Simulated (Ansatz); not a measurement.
# Phases of Ge at 1.5 GPa

Structure types of Ge are relaxed in primitive cells with their symmetry kept at 1.5 GPa, first on PAW files, then by LAPW. The enthalpy is E + pV at zero temperature, without zero-point motion. Only the types listed were tried, and differences under about 5 meV/atom are mesh noise. Not among the end structures: diamond, which may lie lower.

Computed with Ansatz 0.2.0; functional LDA, scalar-relativistic. Settings: Fermi–Dirac smearing of 0.08 eV, no spin polarisation. Methods: LAPW: all electrons, basis error target 0.5 meV/atom; PAW: frozen-core files, cutoff 420 eV.

k meshes: bcc 16×16×16, hcp 15×15×8, beta tin 15×15×15, omega 8×8×11, simple hexagonal 15×15×14.

The PAW files were made under PBE.

Question: Order the types by LAPW enthalpy, lowest first.
A. omega
B. simple hexagonal
C. hcp
D. bcc
E. beta tin

Answer: E (0 meV/atom), B (15 meV/atom), A (114 meV/atom), C (121 meV/atom), D (135 meV/atom).

| start type | ends as | a, b, c (Å) | V (Å³/atom) | H − H(lowest), LAPW (meV/atom) | same, PAW |
| --- | --- | --- | --- | --- | --- |
| bcc | bcc, Im-3m | 3.277, 3.277, 3.277 | 17.60 | 134.6 | 134.8 |
| hcp | hcp, P6_3/mmc | 2.889, 2.889, 4.890 | 17.67 | 121.0 | 121.3 |
| beta tin | beta tin, I4_1/amd | 5.056, 5.056, 2.757 | 17.62 | 0.0 | 0.0 |
| omega | omega, P6/mmm | 4.768, 4.768, 2.690 | 17.66 | 113.9 | 114.0 |
| simple hexagonal | simple hexagonal, P6/mmm | 2.795, 2.795, 2.605 | 17.62 | 15.0 | 15.0 |
